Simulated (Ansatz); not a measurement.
Given:

Y:
```
Y
1.0
    3.25271     0.00000     0.00000
    0.00000     3.25271     0.00000
    0.00000     0.00000     3.25271
Y
1
Direct
  0.00000   0.00000   0.00000
```

This is the r²SCAN-relaxed structure.

Q: All from DFT-r²SCAN in the program Ansatz with PAW potentials, unless another level is named. Give the density of states at the Fermi level.

A: 2.9 states/eV per atom (mean over ±0.08 eV).

Q: Give the gap with spin–orbit coupling.

A: none (metallic).

Space group Pm-3m (simple cubic). The cell is a constructed one: a structure type filled with these elements; neither database checked (COD, Materials Project) lists it. It is not the phase usual at ambient conditions (space group No. 194). The cell keeps a stress of up to 0.2 GPa. Symmetry was held in the r²SCAN relaxation. At this level the phase is mechanically unstable. The run is not spin-polarised. Spin–orbit coupling is left out wherever it is not named.

Potentials: the later of the program's two PAW sets.
